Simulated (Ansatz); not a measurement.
All numbers below come from DFT PBE, scalar-relativistic, plane waves, PAW (Ansatz). Settings: cutoff 420 eV, Γ-centred meshes spaced at most about 0.3 Å⁻¹, and about 0.25 Å⁻¹ or finer for metals (2π included), Gaussian smearing. No spin polarisation in the final relaxations.

All energies are static (0 K, no zero-point motion).

Two relaxed structures of Sb5O:

A.

```
Sb O
1.0
     6.66285    0.00000    0.00000
    -3.33142    5.77020    0.00000
     0.00000    0.00000    3.88268
Sb O
5 1
Direct
  0.73237 0.00000 0.50000
  0.66667 0.33333 0.00000
  0.26763 0.26763 0.50000
  0.00000 0.73237 0.50000
  0.33333 0.66667 0.00000
  0.00000 0.00000 0.00000
```

B.

```
Sb O
1.0
    -4.76808    4.76808    2.06383
     4.76808   -4.76808    2.06383
     4.76808    4.76808   -2.06383
Sb O
5 1
Direct
  0.50000 0.50000 0.00000
  0.50000 0.82420 0.32420
  0.50000 0.17580 0.67580
  0.82420 0.50000 0.32420
  0.17580 0.50000 0.67580
  0.00000 0.00000 0.00000
```

**Question.** Which is lower in energy, and by how much?

**Answer.** They are level within the accuracy (5 meV/atom apart, with B the lower in these runs). A has space group P-62m (No. 189), 24.9 Å³/atom and no gap on its mesh; B has space group I4/mmm (No. 139), 31.3 Å³/atom and no gap. Counting Sb atoms around O (those within 1.25 times the shortest such distance or 1.15 times the sum of covalent radii; the shortest distance is added where it is long for a bond), A has O 6 from 2.6 Å and B has O 2. Even the lower one lies +0.08 eV/atom against the reference forms of the elements (uncorrected), a margin that errors in the energy of the gaseous reference can exceed. Both come from invented guesses.

For metals, differences of a few meV/atom aren't resolved. These runs have no spin–orbit coupling, which can matter for Sb. A magnetic state wasn't ruled out in cells without spin, among them P-62m. Cells relaxed within their symmetry can be saddle points.
